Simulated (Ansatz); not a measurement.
# Two states of CrCoTe

```
Cr Te Co
1.0
     5.20904    0.00000    0.00000
     0.00000    5.01909    0.00000
     0.00000    0.00000    8.78559
Cr Te Co
2 2 2
Direct
  0.00000 0.00000 0.54980
  0.50000 0.50000 0.45020
  0.00000 0.00000 0.01270
  0.50000 0.50000 0.98730
  0.00000 0.50000 0.27250
  0.50000 0.00000 0.72750
```

Level: PBE; 420 eV; 5×5×3 Γ-centred mesh; fermi-dirac occupations (width 0.1 eV); Ansatz 0.2.0, fixed geometry.

State A: Cr1 up, Cr2 down, Co5 up, Co6 down (collinear spin). State B: Cr1 up, Cr2 up, Co5 down, Co6 down (collinear spin).

Question: Which state is lower, and how do they differ?

Answer: State B is lower by 6.8 meV an atom at zero smearing; in free energy at this smearing B lies -5.6 meV an atom from A.

```tsv
state	free energy (meV/atom)	largest moment in a small sphere (μB)	net moment (μB/cell)	gap on mesh (eV)	pressure (GPa)	largest force (eV/Å)
A	5.6	4.21	0.00	metal	-9.0	0.06
B	0.0	4.21	4.66	metal	-9.1	0.10
```

Origin: a known structure type with other elements, at an estimated volume, so it need not be a known compound.
